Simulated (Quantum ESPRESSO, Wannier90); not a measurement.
## Wannierisation of MoSe$_{2}$ (R3m)

```yaml
crystal:
  lattice:
    - [-1.66007, 2.87533, 0.00000]
    - [-3.32014, 0.00000, 0.00000]
    - [-1.66007, 0.95844, 6.85979]
  atoms:
    - { symbol: Mo, position: [0.66676, 0.66676, 0.99972] }
    - { symbol: Se, position: [0.41385, 0.41385, 0.75846] }
    - { symbol: Se, position: [0.25306, 0.25306, 0.24081] }
```

Structure: Materials Project mp-7581, symmetrised, not relaxed again. Not found in the COD (Crystallography Open Database) copy used, which has the formula in other groups; not checked further. Computed values, not measurements, from PBEsol: Quantum ESPRESSO (norm-conserving PseudoDojo potentials, cutoff 69 Ry, no spin polarisation, no spin-orbit coupling) on a Γ-centred 8×8×8 mesh, then Wannier90. Density: 12×12×12 mesh, cold smearing 0.01 Ry. The cell is built of weakly bound layers, chains or molecules, whose nearest atoms lie 4.04 Å apart. Database cells relaxed without dispersion often hold them too far apart, which can enlarge gaps and weakens couplings between them; spacing and stacking were not compared with the measured crystal. Spin-orbit coupling, left out, would split the p-like bands by a few tenths of an eV.

The plane-wave run has 37 bands and 46 electrons a cell. On the energy scale of pw.x, whose zero is arbitrary, the valence-band maximum lies at 11.34 eV.

Isolated groups of bands, relative to the valence-band maximum (bands from 28 on overlap up to the last one computed):

```tsv
bands	from (eV)	to (eV)	filling	weight on atomic waves
1	-61.01	-60.99	filled	Mo 4s 97 %
2–11	-47.73	-47.65	filled	Se 3d 100 %
12–14	-35.26	-35.02	filled	Mo 4p 99 %
15–16	-14.55	-12.38	filled	Se 4s 81 %, Mo 4d 8 %, Mo 5s 7 %
17–23	-6.03	0.00	filled	Se 4p 59 %, Mo 4d 35 %
24–27	1.09	4.09	empty	Mo 4d 55 %, Se 4p 38 %
```

Input w.win, without the blocks of cell, atoms and k-points (512 lines):

```
num_bands = 37
num_wann = 11
num_iter = 1000
conv_tol = 1.0e-6
conv_window = 4
dis_num_iter = 1000
dis_conv_tol = 1.0e-6
dis_froz_max = 13.93
write_hr = true
write_u_matrices = true
begin projections
f=-0.34331,-0.34077,0.00307: d
f=0.42071,0.41886,-0.23756: p
f=0.26871,0.24943,0.24220: p
end projections
mp_grid = 8 8 8
```

### Question
This input has a fault. Which, and what does the program do?

### Answer
wannier90.x stops with:
```
dis_windows: More states in the frozen window than target WFs
```
At some k-point more bands lie below dis_froz_max than there are Wannier functions, and every frozen state has to fit into the subspace. Here the deep bands below band 17 or between the kept ones were not excluded and fill the window; only bands 17-37 belong to the model. Mended as below, all else unchanged, the run goes through (Ω_I = 18.8 Å²) and follows the plane-wave bands to 3.4 meV rms (states up to 2.1 eV relative to the valence-band maximum).
```
num_bands = 21
exclude_bands = 1-16
```
